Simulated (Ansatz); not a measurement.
La2Te3 in space group I-42d (No. 122; Pearson symbol tI80), r²SCAN (plane waves, PAW; program Ansatz), all energies at zero smearing, with the estimated change up to a 700 eV cutoff added, with one set of potentials and settings (totals compare only within such a set). Cell of 40 atoms (16 La, 24 Te): -268185.483 eV.

| element | reference phase | E (eV/atom) |
|---|---|---|
| La | P6_3/mmc, 4 atoms in the cell | -6264.6784 |
| Te | P3_121, 3 atoms in the cell | -6994.8235 |

Formation energy per atom, worked out: (-268185.483 − 16×(-6264.6784) − 24×(-6994.8235))/40 = -1.872 eV/atom (-181 kJ per mol of atoms), at 0 K, without zero-point energy or fitted corrections.

The workflow started from a Materials Project entry (that database holds measured and hypothetical structures alike); the Crystallography Open Database copy checked does not list it. Whether it is the stable phase at ambient conditions was not checked. Symmetry was held in the r²SCAN relaxation; whether a distortion lowers the energy is not shown. The references are the lowest solids computed at this level, not always the standard phases. Spin–orbit coupling is left out wherever it is not named.

Potentials: the later of the program's two PAW sets.
